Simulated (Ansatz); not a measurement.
Single point in Ansatz 0.2.0 with PBE, no spin polarisation. Cutoff 420 eV, PAW datasets, 7×7×4 Γ-centred k mesh, fermi-dirac filling (width 0.1 eV).

Computed maps in the lattice plane spanned by a (left to right, 4.71 Å, 14 points from zero) and b (bottom to top, 4.71 Å, 14 points from zero), 90° apart, at height 0.000 along c. The fields are smooth PAW ones with compensation charges, not the true ones near nuclei.

Valence density. Digits on a logarithmic scale: 0 up to 0.03 e/Å³, each further digit a factor of 1.6, 9 from 1.3 e/Å³ up:
```
99964333334699
99754333334579
76543444443456
44434567654344
33345799975433
33346999996433
33347999997433
33346999996433
33345799975433
44434567654344
76543444443456
99754333334579
99964333334699
99974333334799
```

The cell is BaAgGe. Which atoms lie within 0.2 Å of this plane, and where (fractions of a and b)?

Ag at (0.00, 0.00), Ag at (0.50, 0.50). The whole cell:
```yaml
crystal:
  lattice:
    - [4.71013, 0.00000, 0.00000]
    - [0.00000, 4.71013, 0.00000]
    - [0.00000, 0.00000, 8.28983]
  atoms:
    - { symbol: Ag, position: [0.00000, 0.00000, 0.00000] }
    - { symbol: Ag, position: [0.50000, 0.50000, 0.00000] }
    - { symbol: Ba, position: [0.50000, 0.00000, 0.66800] }
    - { symbol: Ba, position: [0.00000, 0.50000, 0.33200] }
    - { symbol: Ge, position: [0.50000, 0.00000, 0.19050] }
    - { symbol: Ge, position: [0.00000, 0.50000, 0.80950] }
```

Origin: a known structure type with other elements, at an estimated volume, so it need not be a known compound.
